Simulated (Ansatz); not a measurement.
The relaxed structure here is a generated cell of WSe2: the first start was made by a random draw of sites in a space group, and the end was not matched to a known phase here, so it may be hypothetical. Known forms of WSe2 include space group No. 194.

One starting cell of WSe₂ (a randomly generated symmetric cell of WSe2 (space group No. 65)) was relaxed twice with Ansatz (plane waves, PAW, scalar-relativistic): with r2SCAN at 500 eV and with PBE at 420 eV. The r2SCAN result:

```cif
data_Se2W
_chemical_formula_sum 'Se2 W1'
_space_group_name_H-M_alt 'P4/mmm'
_space_group_IT_number 123
_space_group_name_Hall '-P 4 2'
_cell_length_a 4.39119
_cell_length_b 4.39119
_cell_length_c 3.08726
_cell_angle_alpha 90.000
_cell_angle_beta 90.000
_cell_angle_gamma 90.000
loop_
_atom_site_label
_atom_site_type_symbol
_atom_site_symmetry_multiplicity
_atom_site_Wyckoff_symbol
_atom_site_fract_x
_atom_site_fract_y
_atom_site_fract_z
_atom_site_occupancy
Se1 Se 2 f 0.00000 0.50000 0.00000 1
W1 W 1 b 0.00000 0.00000 0.50000 1
```

```
quantity                          r2SCAN     PBE
--------------------------------  ------  ------
space group                       P4/mmm  P4/mmm
volume (Å³/atom)                   19.84   20.18
a (Å)                              4.391   4.423
c (Å)                              3.087   3.094
gap (eV, no spin-orbit coupling)    0.00    0.00
```

Both levels end in the same structure; PBE's volume is 1.7 % larger. Neither column is exact.

No spin polarisation in the result.

The run could not lose the symmetry of its start, so the end can be a saddle point.

All atoms sit on sites fixed by symmetry, so only the cell could relax.

Ansatz is a first-principles code.
